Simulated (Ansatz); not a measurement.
MgNi3C (anti-perovskite, Pm-3m), the program Ansatz at the r²SCAN level (PAW), all energies at zero smearing, with the estimated change up to a 700 eV cutoff added, with one set of potentials and settings (totals compare only within such a set). Cell of 5 atoms (1 Mg, 3 Ni, 1 C): -19714.499 eV.

```
element                             reference phase  E (eV/atom)
-------  ------------------------------------------  -----------
Mg                    P6_3/mmc, 2 atoms in the cell   -1926.4086
Ni       Fm-3m, 1 atoms in the cell, spin-polarised   -5845.2912
C                     P6_3/mmc, 4 atoms in the cell    -251.6711
```

Formation energy per atom, worked out: (-19714.499 − 1×(-1926.4086) − 3×(-5845.2912) − 1×(-251.6711))/5 = -0.109 eV/atom (-11 kJ per mol of atoms), at 0 K, without zero-point energy or fitted corrections.

The workflow started from a Materials Project entry (that database holds measured and hypothetical structures alike); the Crystallography Open Database files this formula in space group No. 221, but the cells were not matched. Whether it is the stable phase at ambient conditions was not checked. The r²SCAN relaxation kept the symmetry of its start; its stability against distortions is not shown here. The final state is ferromagnetic, the only order run, not a proven ground state. Other orbital occupations within this spin state were not tried. The references are the lowest solids computed at this level, not always the standard phases.

Potentials: the later of the program's two PAW sets.
